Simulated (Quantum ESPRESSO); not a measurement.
## Ta5NbAlAu (input and log of a self-consistent run)

Simulated, not a measurement. The program is pw.x of Quantum ESPRESSO 7.5 (plane-wave density functional theory). The cell is made up: eight metal atoms on a face-centred cubic lattice, with elements, volume, strain and displacements drawn at random and not relaxed, so it may be unstable or far from any real phase. PseudoDojo standard norm-conserving files set the functional (PBE unless stated); there is no spin polarisation or spin-orbit coupling, the Fermi-Dirac width of 0.25 eV means electrons at about 2900 K, and the masses in the input are unused placeholders. Heavy elements are run without spin-orbit coupling, which real alloys of them have. A spin test at this wide smearing found no moment, but such smearing suppresses magnetism that the real alloy may have.

Input:

```
&control calculation='scf', pseudo_dir='./dojo.nc.sr.pbe.v0_5.standard.upf', outdir='./o', disk_io='minimal', tprnfor=.true., tstress=.true. /
&system ibrav=0, nat=8, ntyp=4, nbnd=66, ecutwfc=82.02448710, nosym=.true., tot_charge=0,
 occupations='smearing', smearing='fd', degauss=0.0183746611
/
&electrons conv_thr=1.470e-08, electron_maxstep=70, mixing_beta=0.5 /
ATOMIC_SPECIES
Al 1.0 Al.upf
Au 1.0 Au.upf
Nb 1.0 Nb.upf
Ta 1.0 Ta.upf
CELL_PARAMETERS angstrom
-2.0948 -4.1896 -2.0948
-4.1896 2.0948 2.0948
0.0 4.1896 -4.1896
ATOMIC_POSITIONS angstrom
Ta -0.0415 0.0358 -0.0314
Nb 0.0718 1.9962 -2.0914
Al -2.1542 2.1294 0.0089
Au -2.2024 4.2336 -2.1001
Ta -2.0825 0.0271 -2.1469
Ta -2.0352 2.0917 -4.1743
Ta -4.2693 -0.0455 -0.0665
Ta -4.2896 2.1395 -2.0454
K_POINTS automatic
5 5 4 1 1 1
```

The log is shortened where brackets say so; the opening notice, blank lines, dates and the lines on written files are dropped, and the path of the files is cut. It prints rydbergs, bohrs and kilobars, and counts compression as positive stress. Its total energy is the free energy E - TS of the whole cell.

```
     Program PWSCF v.7.5
     Parallel version (MPI & OpenMP), running on       4 processor cores
     Number of MPI processes:                 4
     Threads/MPI process:                     1
     [start-up lines left out]
     bravais-lattice index     =            0
     lattice parameter (alat)  =       9.6965  a.u.
     unit-cell volume          =     992.5315 (a.u.)^3
     number of atoms/cell      =            8
     number of atomic types    =            4
     number of electrons       =       100.00
     number of Kohn-Sham states=           66
     kinetic-energy cutoff     =      82.0245  Ry
     charge density cutoff     =     328.0979  Ry
     scf convergence threshold =      1.5E-08
     mixing beta               =       0.5000
     number of iterations used =            8  plain     mixing
     Exchange-correlation= PBE
                           (   1   4   3   4   0   0   0)
     [axes and pseudopotential details left out]
   Cartesian axes
     site n.     atom                  positions (alat units)
         1        Ta     tau(   1) = (  -0.0080878   0.0069769  -0.0061194  )
         2        Nb     tau(   2) = (   0.0139929   0.3890325  -0.4075857  )
         3        Al     tau(   3) = (  -0.4198245   0.4149914   0.0017345  )
         4        Au     tau(   4) = (  -0.4292181   0.8250716  -0.4092812  )
         5        Ta     tau(   5) = (  -0.4058512   0.0052814  -0.4184019  )
         6        Ta     tau(   6) = (  -0.3966331   0.4076441  -0.8135148  )
         7        Ta     tau(   7) = (  -0.8320290  -0.0088673  -0.0129600  )
         8        Ta     tau(   8) = (  -0.8359852   0.4169597  -0.3986209  )
     number of k points=    50  Fermi-Dirac smearing, width (Ry)=  0.0184
                       cart. coord. in units 2pi/alat
        k(    1) = (  -0.1722297   0.0267913  -0.1263018), wk =   0.0400000
        k(    2) = (  -0.2105030   0.1416111  -0.3176682), wk =   0.0400000
     [further k points left out]
     Dense  grid:    99599 G-vectors     FFT dimensions: (  60,  60,  72)
     Estimated max dynamical RAM per process >     351.00 MB
     Estimated total dynamical RAM >       1.30 GB
     Initial potential from superposition of free atoms
     starting charge      99.9905, renormalised to     100.0000
     Starting wfcs are   74 randomized atomic wfcs
     total cpu time spent up to now is        5.9 secs
     per-process dynamical memory:   277.3 Mb
     Self-consistent Calculation
     iteration #  1     ecut=    82.02 Ry     beta= 0.50
     Davidson diagonalization with overlap
     ethr =  1.00E-02,  avg # of iterations =  2.3
     total cpu time spent up to now is       17.8 secs
     total energy              =   -1075.48717214 Ry
     estimated scf accuracy    <       2.15694599 Ry
     iteration #  2     ecut=    82.02 Ry     beta= 0.50
     Davidson diagonalization with overlap
     ethr =  2.16E-03,  avg # of iterations =  3.2
     total cpu time spent up to now is       30.6 secs
     total energy              =   -1075.84329939 Ry
     estimated scf accuracy    <       6.55983798 Ry
     iteration #  3     ecut=    82.02 Ry     beta= 0.50
     Davidson diagonalization with overlap
     ethr =  2.16E-03,  avg # of iterations =  2.1
     total cpu time spent up to now is       42.0 secs
     total energy              =   -1076.53890951 Ry
     estimated scf accuracy    <       1.31989990 Ry
     iteration #  4     ecut=    82.02 Ry     beta= 0.50
     Davidson diagonalization with overlap
     ethr =  1.32E-03,  avg # of iterations =  1.0
     total cpu time spent up to now is       51.6 secs
     total energy              =   -1076.62936494 Ry
     estimated scf accuracy    <       0.10793780 Ry
     iteration #  5     ecut=    82.02 Ry     beta= 0.50
     Davidson diagonalization with overlap
     ethr =  1.08E-04,  avg # of iterations =  3.9
     total cpu time spent up to now is       64.2 secs
     total energy              =   -1076.63416179 Ry
     estimated scf accuracy    <       0.09896479 Ry
     [iterations 6 to 12 left out]
     iteration # 13     ecut=    82.02 Ry     beta= 0.50
     Davidson diagonalization with overlap
     ethr =  3.40E-09,  avg # of iterations =  2.2
     total cpu time spent up to now is      159.5 secs
     total energy              =   -1076.65102573 Ry
     estimated scf accuracy    <       0.00000155 Ry
     iteration # 14     ecut=    82.02 Ry     beta= 0.50
     Davidson diagonalization with overlap
     ethr =  1.55E-09,  avg # of iterations =  1.1
     total cpu time spent up to now is      169.1 secs
     total energy              =   -1076.65102588 Ry
     estimated scf accuracy    <       0.00000014 Ry
     iteration # 15     ecut=    82.02 Ry     beta= 0.50
     Davidson diagonalization with overlap
     ethr =  1.36E-10,  avg # of iterations =  2.4
     total cpu time spent up to now is      180.2 secs
     total energy              =   -1076.65102590 Ry
     estimated scf accuracy    <       0.00000011 Ry
     iteration # 16     ecut=    82.02 Ry     beta= 0.50
     Davidson diagonalization with overlap
     ethr =  1.12E-10,  avg # of iterations =  1.6
     total cpu time spent up to now is      190.1 secs
     total energy              =   -1076.65102591 Ry
     estimated scf accuracy    <       0.00000002 Ry
     iteration # 17     ecut=    82.02 Ry     beta= 0.50
     Davidson diagonalization with overlap
     ethr =  1.52E-11,  avg # of iterations =  3.1
     total cpu time spent up to now is      201.5 secs
     End of self-consistent calculation
     [lines on levels left out]
!    total energy              =   -1076.65102590 Ry
     estimated scf accuracy    <       0.00000001 Ry
     smearing contrib. (-TS)   =      -0.11694234 Ry
     internal energy E=F+TS    =   -1076.53408357 Ry
     The total energy is F=E-TS. E is the sum of the following terms:
     one-electron contribution =    -271.99410685 Ry
     hartree contribution      =     180.13241172 Ry
     xc contribution           =    -228.17717579 Ry
     ewald contribution        =    -756.49521265 Ry
     convergence has been achieved in  17 iterations
     Forces acting on atoms (cartesian axes, Ry/au):
     atom    1 type  4   force =    -0.00770404   -0.01579421    0.01711577
     atom    2 type  3   force =    -0.04392117    0.04662616    0.01004207
     atom    3 type  1   force =     0.02476491   -0.02426483   -0.01171648
     atom    4 type  2   force =     0.02738966   -0.00306450   -0.01548725
     atom    5 type  4   force =    -0.05235318   -0.01697600    0.01449902
     atom    6 type  4   force =    -0.05833848    0.00856836   -0.01170390
     atom    7 type  4   force =     0.05286909    0.01650658    0.02162745
     atom    8 type  4   force =     0.05729321   -0.01160156   -0.02437668
     Total force =     0.146779     Total SCF correction =     0.000284
     Computing stress (Cartesian axis) and pressure
          total   stress  (Ry/bohr**3)                   (kbar)     P=       -6.39
   0.00008403  -0.00001006  -0.00007499           12.36       -1.48      -11.03
  -0.00001006  -0.00008868   0.00005006           -1.48      -13.05        7.36
  -0.00007499   0.00005006  -0.00012571          -11.03        7.36      -18.49
     init_run     :      5.29s CPU      5.49s WALL (       1 calls)
     electrons    :    191.40s CPU    195.63s WALL (       1 calls)
     forces       :      2.26s CPU      2.28s WALL (       1 calls)
     stress       :      7.51s CPU      7.71s WALL (       1 calls)
     [timing details left out]
     PWSCF        :   3m26.82s CPU   3m31.55s WALL
     JOB DONE.
```

In other units: free energy -14648.583 eV for the cell, pressure -0.64 GPa, largest force component 1.500 eV/Å in size. The run took 213 s of wall time with four MPI processes on a shared machine (Intel Xeon, 2023 or later, virtual cores), so the time is rough. A rerun of this cell at a higher cutoff and on a denser mesh moved values by no more than 0.006 eV in energy, 0.03 GPa in stress and 0.008 eV/Å in force, and a second program with other atomic files agreed on that cell to 2 % rms in force and 0.5 GPa in pressure.